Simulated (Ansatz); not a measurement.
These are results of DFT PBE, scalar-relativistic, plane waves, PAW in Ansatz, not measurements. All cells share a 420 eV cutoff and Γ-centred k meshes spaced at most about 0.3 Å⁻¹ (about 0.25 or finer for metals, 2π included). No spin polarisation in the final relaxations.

Temperature and zero-point effects are left out.

Two forms of GeCl3 were relaxed alike.

A.

```cif
data_structure
_symmetry_space_group_name_H-M 'P4/mmm'
_symmetry_Int_Tables_number 123
_cell_length_a 5.4042
_cell_length_b 5.4042
_cell_length_c 3.5311
_cell_angle_alpha 90.000
_cell_angle_beta 90.000
_cell_angle_gamma 90.000
_cell_volume 103.13
loop_
_atom_site_label
_atom_site_type_symbol
_atom_site_symmetry_multiplicity
_atom_site_Wyckoff_symbol
_atom_site_fract_x
_atom_site_fract_y
_atom_site_fract_z
_atom_site_occupancy
Ge1 Ge 1 c 0.50000 0.50000 0.00000 1
Cl1 Cl 2 f 0.00000 0.50000 0.00000 1
Cl2 Cl 1 a 0.00000 0.00000 0.00000 1
```

B.

```cif
data_structure
_symmetry_space_group_name_H-M 'I4/mmm'
_symmetry_Int_Tables_number 139
_cell_length_a 6.2193
_cell_length_b 6.2193
_cell_length_c 5.1253
_cell_angle_alpha 90.000
_cell_angle_beta 90.000
_cell_angle_gamma 90.000
_cell_volume 198.25
loop_
_atom_site_label
_atom_site_type_symbol
_atom_site_symmetry_multiplicity
_atom_site_Wyckoff_symbol
_atom_site_fract_x
_atom_site_fract_y
_atom_site_fract_z
_atom_site_occupancy
Ge1 Ge 2 b 0.00000 0.00000 0.50000 1
Cl1 Cl 4 d 0.00000 0.50000 0.25000 1
Cl2 Cl 2 a 0.00000 0.00000 0.00000 1
```

Question: Which would you expect to be lower, and how large is the difference?

Answer: B is lower, by 139 meV/atom. A has space group P4/mmm (No. 123), 25.8 Å³/atom and no gap on its mesh; B has space group I4/mmm (No. 139), 24.8 Å³/atom and no gap. Counting Cl atoms around Ge (those within 1.25 times the shortest such distance or 1.15 times the sum of covalent radii; the shortest distance is added where it is long for a bond), A has Ge 4 from 2.7 Å and B has Ge 2. In A, around Ge lie 4 Cl at 2.70 Å; around Cl on a site of symmetry mmm lie 2 Cl at 2.70 Å and 2 Ge at 2.70 Å; around Cl on a site of symmetry 4/mmm lie 4 Cl at 2.70 Å. In B, around Ge lie 2 Cl at 2.56 Å; Cl on a site of symmetry -4m2 is surrounded by 2 Cl at 2.56 Å; Cl on a site of symmetry 4/mmm has 2 Ge at 2.56 Å. Both come from invented guesses. A third cell relaxed alike, in Pm-3m, lies 0.47 eV/atom below the lower of the two.

No dispersion correction is applied, so the spacing and binding between layers, chains or molecules are poorly described (P4/mmm, I4/mmm), and this can change margins and order among such cells. In P4/mmm, I4/mmm an odd number of electrons in the primitive cell allows no gap without spin; a larger cell or a magnetic state could open one. A magnetic state wasn't ruled out in cells without spin, among them P4/mmm. Cells relaxed within their symmetry can be saddle points.
